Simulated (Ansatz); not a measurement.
Method: Ansatz, DFT PBE, scalar-relativistic, plane waves, PAW. All cells share a 420 eV cutoff and Γ-centred k meshes spaced at most about 0.3 Å⁻¹ (about 0.25 or finer for metals, 2π included). No spin polarisation in the final relaxations.

Temperature and zero-point effects are left out.

Compare these two cells of HfBe2Si2, each relaxed at this level.

A.

```
Hf Be Si
1.0
     3.78499    0.00000    0.00000
    -1.89249    3.27789    0.00000
     0.00000    0.00000    5.82709
Hf Be Si
1 2 2
Cartesian
  0.0000 0.0000 0.0000
  0.0000 2.1853 1.6929
  1.8925 1.0926 4.1342
  0.0000 2.1853 4.1131
  1.8925 1.0926 1.7140
```

B.

```
Hf Be Si
1.0
     3.28623   -1.89328    0.00000
     3.28623    1.89328    0.00000
    -0.71942    0.00000    5.71746
Hf Be Si
1 2 2
Cartesian
  0.0000 0.0000 0.0000
  1.4241 0.0000 3.9615
  4.4289 0.0000 1.7560
  2.2497 0.0000 1.7236
  3.6034 0.0000 3.9939
```

**Question.** Which form is favoured at zero pressure, and by what margin per atom?

**Answer.** B is lower, by 21 meV/atom. A has space group P-3m1 (No. 164), 14.5 Å³/atom and no gap on its mesh; B has space group C2/m (No. 12), 14.2 Å³/atom and no gap. Counting Si atoms around Be and Hf (those within 1.25 times the shortest such distance or 1.15 times the sum of covalent radii; a plus sign parts nearer from farther groups), A has Hf 6, Be 3+1 and B has Hf 6, Be 4. Both come from invented guesses.

Spin–orbit coupling, which can matter for Hf, is left out. Cells relaxed within their symmetry can be saddle points. The C2/m cell of HfBe2Si2 came from shaking the P-3m1 one.
